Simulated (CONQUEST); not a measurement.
Consider a self-consistent single point of GaSb (F-43m, 8 atoms in the cell; from Materials Project mp-1156, changed as shown).

```yaml
crystal:
  lattice:
    - [6.11371, 0.00000, 0.00000]
    - [0.00000, 6.11371, 0.00000]
    - [0.00000, 0.00000, 6.11371]
  atoms:
    - { symbol: Ga, position: [0.00000, 0.00000, 0.00000] }
    - { symbol: Ga, position: [0.00000, 0.50000, 0.50000] }
    - { symbol: Ga, position: [0.50000, 0.00000, 0.50000] }
    - { symbol: Ga, position: [0.50000, 0.50000, 0.00000] }
    - { symbol: Sb, position: [0.25000, 0.25000, 0.25000] }
    - { symbol: Sb, position: [0.25000, 0.75000, 0.75000] }
    - { symbol: Sb, position: [0.75000, 0.25000, 0.75000] }
    - { symbol: Sb, position: [0.75000, 0.75000, 0.25000] }
```

Computed with PBEsol, numerical atomic orbitals double-zeta with polarisation (the shipped basis), PseudoDojo norm-conserving potentials made for PBEsol in CONQUEST.

CONQUEST settings:

- basis: DZP
- Diag.MPMeshX, Y, Z: 4 4 4
- potentials: PseudoDojo norm-conserving PBEsol
- Grid.GridCutoff: 140 Ha
- DM.SolutionMethod: diagon
- Diag.kT: 0.003675 Ha
- Diag.GammaCentred: true
- minE.SCTolerance: 1.0e-06
- SC.MaxIters: 100
- SC.LinearMixingFactor: 0.3
- SC.KerkerPreCondition: true
- SC.KerkerFactor: 0.1 1/bohr
- AtomMove.TypeOfRun: static

Results:

| Item | Result |
|---|---|
| Number of valence electrons | 112 |
| Number of bands | 144 |
| Number of k-points after the program's reduction | 51 |
| Size of the basis | 144 |
| Number of SCF iterations | 7 |
| FFT grid | 64 × 64 × 64 |
| Free energy E − TS | -18190.6113 eV |
| Fermi level (on the code's own zero) | -4.40 eV |
| Pressure | 0.35 GPa |

Stress (GPa, positive for compression):
```
0.35  0.00  0.00
0.00  0.35  0.00
0.00  0.00  0.35
```

For comparison: a first run was changed to give this one (lattice scaled by 0.98), and from it to this one the free energy falls by 13.8 meV/atom and the pressure goes from -2.51 to 0.35 GPa.

The program uses no crystal symmetry, so grid and mesh can part values that symmetry would make equal. The atom-centred basis is finite, which shifts total energies and pressures against plane waves. The structure comes from a collection of computed structures, made at another level of theory; the collection holds predicted forms beside known ones. Its lattice was then scaled. No clean gap shows at this smearing width and mesh (spacing up to 0.26 Å⁻¹); the mesh is coarse for partly filled bands, so the values carry mesh errors. Semi-local functionals can close small gaps.

Cost on one core: about 70 core-seconds (a rough figure).
